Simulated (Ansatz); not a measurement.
Relaxed WSi2 (MoSi2 type, space group I4/mmm):

```xyz
3
Lattice="-1.6058 1.6058 3.9021 1.6058 -1.6058 3.9021 1.6058 1.6058 -3.9021" Properties=species:S:1:pos:R:3 pbc="T T T"
W      0.0000     0.0000     0.0000
Si     0.0000     0.0000     2.6133
Si     0.0000     0.0000     5.1908
```

Method: r2SCAN (plane waves to 500 eV, PAW, scalar-relativistic; Ansatz, a program for electronic structure). k mesh 16×16×16 (Γ-centred), Fermi-Dirac smearing 0.05 eV. With partly filled bands, energies and forces of such displacements shift with the k mesh and the smearing. Spin-orbit coupling is left out, though W is heavy. WSi2 is run without spin polarisation. WSi2 was relaxed with its symmetry unable to fall.

One atom of the cell was then moved (with its periodic images), all else fixed, and the forces (eV/Å) came out as:

```csv
atom,Fx,Fy,Fz
W1,1.694,1.694,0.000
Si2,-0.847,-0.847,-0.263
Si3,-0.847,-0.847,0.263
```

Q: Which atom was moved, and by which vector (Å)?

A: W1, by (-0.14, -0.14, 0.00), 0.19 Å in all.

(A displaced cell: forces are minus the slopes of the energy, force constants its curvatures, and phonons follow from these.)
